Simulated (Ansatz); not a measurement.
Relaxed Si (diamond):

```
CELL_PARAMETERS angstrom
      0.00000     5.46988     5.46988
      2.73494     2.73494     5.46988
      2.73494     2.73494     0.00000
ATOMIC_POSITIONS crystal
  Si 0.00000 0.50000 0.50000
  Si 0.50000 0.50000 0.50000
  Si 0.00000 0.75000 0.75000
  Si 0.50000 0.75000 0.75000
```

A phonon eigenvector at X = (0.5, 0.5, 0.0) is frozen into this cell: atom i moves by Q times the vector below, so Q is the largest atomic displacement, in Å. The cell is held. It is one choice among 2 degenerate patterns. (q is in reciprocal vectors of the primitive cell; the cell shown is doubled to hold the pattern.)

```csv
atom,x,y,z
Si1,-0.661,0.751,0.000
Si2,0.661,-0.751,0.000
Si3,-0.751,0.661,0.000
Si4,0.751,-0.661,0.000
```

These are PBE (plane waves to 420 eV, PAW, scalar-relativistic; Ansatz, a quantum-chemistry and plane-wave program) values and carry that method's errors. k mesh 10×10×10 (Γ-centred), Fermi-Dirac smearing 0.05 eV. Energies are smeared free energies. Si was relaxed with its symmetry unable to fall. The PAW data are Ansatz's earlier set. ΔE is measured from the undisplaced structure.

```csv
Q (Å),ΔE (meV/cell)
-0.1000,withheld
-0.0833,288
-0.0667,184
-0.0500,103
-0.0333,46
-0.0167,11
0.0000,0
0.0167,11
0.0333,46
0.0500,103
0.0667,184
0.0833,288
0.1000,withheld
```

Problem. Fit an even polynomial form (powers 2, 4) to the given rows and predict ΔE at Q = 0.1000.

Solution. Least squares on the 11 given rows: ΔE = (41100)·Q² + (57700)·Q⁴, in meV/cell with Q in Å; root-mean-square residual 0.3 meV/cell. At 0.1000 the fit gives 417 meV/cell; the calculation gives 417 meV/cell, the same to the digits shown. The quadratic term alone would give 411 meV/cell.

(For displaced atoms, the force is minus the slope of the energy, and its curvature is a force constant, which sets phonon frequencies.)
